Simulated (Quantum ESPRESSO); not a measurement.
# Strain and stress in ZnCa2MgO4

These are calculations, not measurements. They come from pw.x of Quantum ESPRESSO 7.5, a plane-wave density functional program, with PseudoDojo standard norm-conserving files (v0.5 for PBE, v0.4.1 for LDA and PBEsol). The cells are made up: elements, strain and atom displacements were drawn at random, and nothing was relaxed. There is no spin polarisation, spin-orbit coupling or dispersion term.

The cell has 8 sites of a rocksalt lattice. Sites 1 to 4 hold Zn Ca Ca Mg; sites 5 to 8 hold O O O O. Cell vectors in Å: (4.558, 0.061, 0.008); (0.061, 4.551, -0.034); (0.008, -0.034, 4.466). Settings: PBE, cutoff 1143 eV, 4 x 4 x 4 k mesh shifted by half a step, Fermi-Dirac smearing of 0.025 eV.

Each run adds the same strain along x and y to one cell, with the atoms carried along; the vectors above are those of run 4. Stress is positive in tension and P is minus a third of its trace. E is the free energy for each atom above the lowest run shown.

| run | strain (%) | s_xx (GPa) | s_yy (GPa) | s_zz (GPa) | s_xy (GPa) | P (GPa) | E (meV/atom) |
| --- | --- | --- | --- | --- | --- | --- | --- |
| 1 | -2.49 | -21.71 | -21.37 | -17.04 | 2.84 | 20.04 | 73.78 |
| 2 | -2.16 | -20.03 | -19.70 | -16.35 | 2.77 | 18.69 | 64.18 |
| 3 | -0.39 | -12.05 | -11.78 | -12.80 | 2.46 | 12.21 | 24.54 |
| 5 | 0.57 | -8.39 | -8.14 | -11.00 | 2.30 | 9.18 | 10.63 |
| 6 | 1.38 | -5.62 | -5.39 | -9.53 | 2.18 | 6.85 | 2.49 |
| 7 | 1.72 | -4.53 | -4.31 | -8.93 | 2.13 | 5.93 | 0.00 |
| 4 | 0.30 | ? | ? | ? | ? | ? | ? |

A rerun of one of these cells at 1437 eV and k mesh 6 x 6 x 6 moved values by no more than 0.002 eV in the cell's energy, 0.04 GPa in stress and 0.004 eV/Å in force.

## Worked fit

A parabola through the six runs shown gives s_xx = -10.51 + 3.89 e - 0.243 e² GPa, with e in per cent and a scatter of 0.02 GPa. The slope is a stiffness of 389 ± 4 GPa for each unit of this strain at e = 0, the sum of the responses of s_xx to strain along x and along y. The atoms are clamped, and relaxing them would in general lower it. The error is the larger of the fit's own and the change that a cubic makes, rounded up.

## Withheld run

Question: what s_xx should run 4 give?

The fit gives -9.36 GPa. The calculation gave -9.38 GPa.

| run | strain (%) | s_xx (GPa) | s_yy (GPa) | s_zz (GPa) | s_xy (GPa) | P (GPa) | E (meV/atom) |
| --- | --- | --- | --- | --- | --- | --- | --- |
| 4 | 0.30 | -9.38 | -9.12 | -11.50 | 2.35 | 10.00 | 14.05 |